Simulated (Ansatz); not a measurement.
Relaxed-ion elastic tensor of BP (zinc blende, F-43m) in GPa (Voigt order), the program Ansatz at the LDA level (PAW); density 3.06 g/cm³, 11.32 Å³ per atom.

|  | 1 | 2 | 3 | 4 | 5 | 6 |
|---|---|---|---|---|---|---|
| 1 | 358 | 84.3 | 84.3 | 0.0 | 0.0 | 0.0 |
| 2 | 84.3 | 358 | 84.3 | 0.0 | 0.0 | 0.0 |
| 3 | 84.3 | 84.3 | 358 | 0.0 | 0.0 | 0.0 |
| 4 | 0.0 | 0.0 | 0.0 | 194 | 0.0 | 0.0 |
| 5 | 0.0 | 0.0 | 0.0 | 0.0 | 194 | 0.0 |
| 6 | 0.0 | 0.0 | 0.0 | 0.0 | 0.0 | 194 |

### Question
Is the crystal mechanically stable?

### Answer
Yes: the smallest eigenvalue of C is 194 GPa.

### Question
Work out the Voigt, Reuss and Hill averages.

### Answer
K_V = 176, K_R = 176, K_H = 176; G_V = 171, G_R = 166, G_H = 169 GPa.

### Question
Give Young's modulus, Poisson's ratio, Pugh's ratio and the universal anisotropy index.

### Answer
E = 9KG/(3K + G) = 384 GPa; ν = 0.14; K/G = 1.04 (brittle by the Pugh limit of 1.75); A_U = 5G_V/G_R + K_V/K_R − 6 = 0.15.

### Question
Estimate the sound speeds and the Debye temperature.

### Answer
v_l = √((K + 4G/3)/ρ) = 11400 m/s, v_t = √(G/ρ) = 7420 m/s, mean 8140 m/s; Θ = (h/k)(3n/4πV)^(1/3) v_m = 1080 K.

### Question
Give the Zener ratio and Young's modulus along [100], [110] and [111].

### Answer
A = 2C44/(C11 − C12) = 1.42; 1/E = S11 − 2(S11 − S12 − S44/2)Γ with Γ = 0, 1/4, 1/3 gives 326, 396, 426 GPa.

The cell was relaxed with LDA under the symmetry of its start; phonons on a q-mesh show no instability.

Potentials: the later of the program's two PAW sets.
